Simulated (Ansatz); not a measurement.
YSi:
```xyz
2
Lattice="3.5380 0.0000 0.0000 0.0000 3.5380 0.0000 0.0000 0.0000 3.5380" Properties=species:S:1:pos:R:3 pbc="T T T"
Y      0.0000     0.0000     0.0000
Si     1.7690     1.7690     1.7690
```

Relaxed with PBE. Special points in fractions of this cell's reciprocal vectors: Γ (0.000, 0.000, 0.000); X (0.000, 0.500, 0.000); M (0.500, 0.500, 0.000); R (0.500, 0.500, 0.500).

Q: List the band energies nearest the Fermi level at these points for PBE with spin–orbit coupling in the plane-wave PAW code Ansatz.

A: In eV from the Fermi level; about four levels below and three above (degenerate sets whole), none deeper than 8.9 eV; points with the same levels are listed once.

| k | below | above |
|---|---|---|
| Γ | -0.95 -0.95 -0.95 -0.95 | 1.34 1.34 1.47 1.47 1.47 1.47 |
| X | -0.20 -0.20 -0.17 -0.17 | 0.17 0.17 4.27 4.27 |
| M | -2.35 -2.35 -0.85 -0.85 | 1.82 1.82 1.85 1.85 |
| R | -3.67 -3.67 -3.66 -3.66 -3.66 -3.66 | 3.35 3.35 3.69 3.69 3.69 3.69 |

Space group Pm-3m (CsCl type). A made-up cell: these elements were put on the sites of a structure type; neither database checked (COD, Materials Project) lists it. Its standing as an ambient phase is unchecked. The cell was relaxed with PBE under the symmetry of its start; its stability against distortions is not shown here. No spin polarisation was allowed.

Potentials: the earlier of the program's two PAW sets.
